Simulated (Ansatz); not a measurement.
C:
```cif
data_C12
_chemical_formula_sum 'C12'
_space_group_name_H-M_alt 'P6/mmm'
_space_group_IT_number 191
_space_group_name_Hall '-P 6 2'
_cell_length_a 6.84432
_cell_length_b 6.84432
_cell_length_c 3.56966
_cell_angle_alpha 90.000
_cell_angle_beta 90.000
_cell_angle_gamma 120.000
loop_
_atom_site_label
_atom_site_type_symbol
_atom_site_symmetry_multiplicity
_atom_site_Wyckoff_symbol
_atom_site_fract_x
_atom_site_fract_y
_atom_site_fract_z
_atom_site_occupancy
C1 C 6 j 0.00000 0.20719 0.00000 1
C2 C 6 j 0.00000 0.41139 0.00000 1
```

Relaxed at zero pressure with r²SCAN+D4 in the plane-wave PAW code Ansatz.

**Question.** The volume is raised by 3 % and shape and atoms relax at that volume. What pressure results, and how do the axes share the change?

**Answer.** -0.5 GPa; a 0.1 %, b 0.1 %, c 2.8 %; the energy rises by 1 meV/atom.

**Question.** Give the new structure.

**Answer.** 
Space group P6/mmm (No. 191); a = 6.850 Å, b = 6.850 Å, c = 3.671 Å, α = 90.00°, β = 90.00°, γ = 120.00°

| atom | site | symmetry | x | y | z |
|---|---|---|---|---|---|
| C | 6j | m2m | 0.0000 | 0.2072 | 0.0000 |
| C | 6j | m2m | 0.0000 | 0.4114 | 0.0000 |

The phase is kept; no other phase was compared at this pressure.

The start of the workflow was typed in or built on a structure type; the Crystallography Open Database copy checked does not list it. It is not the phase usual at ambient conditions (space group No. 194, 227). The cell was relaxed with r²SCAN+D4 under the symmetry of its start. At this level the phase is mechanically unstable.

Potentials: the earlier of the program's two PAW sets.
